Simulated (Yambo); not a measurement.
K$_{2}$NaScF$_{6}$ (space group Fm-3m, No. 225), G0W0@PBEsol (Yambo, plasmon pole, terminator in G, 2×2×2 mesh): gap Γ → Γ in eV by bands and screening block.

| bands (W and G) | 2 Ry | 3 Ry | 5 Ry | 6 Ry | 8 Ry |
|---|---|---|---|---|---|
| 79 | 11.57 | 11.11 | 10.90 | 10.84 | 10.79 |
| 119 | [?] | 10.71 | 10.52 | 10.48 | 10.46 |
| 170 | 10.98 | 10.54 | 10.38 | 10.35 | 10.35 |
| 238 | 10.92 | 10.46 | 10.32 | 10.30 | 10.30 |
| 304 | 10.89 | 10.43 | [?] | 10.27 | [?] |

Estimate the withheld gaps from their neighbours; the computed values follow.


- 119, 2 Ry: 11.15
- 304, 5 Ry: 10.29
- 304, 8 Ry: 10.28

The largest settings aren't shown to be the converged limit.

Geometry of the Materials Project entry, not relaxed at this level; primitive cell a = b = c = 6.0880 Å, α = β = γ = 60.00°.
